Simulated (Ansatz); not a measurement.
Cs2Ni3S4:
```
Cs2Ni3S4
1.0
    0.00000     5.02259     7.43444
    2.95756     0.00000     7.43444
    2.95756     5.02259     0.00000
Cs Ni S
2 3 4
Direct
  0.66301   0.66301   0.33699
  0.33699   0.33699   0.66301
  0.00000   0.00000   0.00000
  0.00000   0.00000   0.50000
  0.50000   0.50000   0.00000
  0.07222   0.73699   0.26301
  0.92778   0.26301   0.73699
  0.73699   0.07222   0.92778
  0.26301   0.92778   0.07222
```

The program Ansatz at the r²SCAN level (PAW) gives a gap of 1.15 eV without spin–orbit coupling, maximum on the Γ–Σ0 line, 91 % of the way from Γ, minimum on the A0–Z line, 35 % of the way from A0.

Question: What happens when spin–orbit coupling is switched on?

Answer: The gap shrinks by 0.01 eV, to 1.14 eV; maximum on the Γ–Σ0 line, 91 % of the way from Γ, minimum on the A0–Z line, 35 % of the way from A0.

Question: Give the electron effective mass with spin–orbit coupling.

Answer: 0.52, 3.0, 3.3 mₑ (principal values).

Space group Fmmm. The workflow started from a Materials Project entry (that database holds measured and hypothetical structures alike); the Crystallography Open Database copy checked does not list it. Its standing as an ambient phase is unchecked. The cell was relaxed with r²SCAN under the symmetry of its start; its stability against distortions is not shown here. No spin polarisation was allowed.

Potentials: the later of the program's two PAW sets.
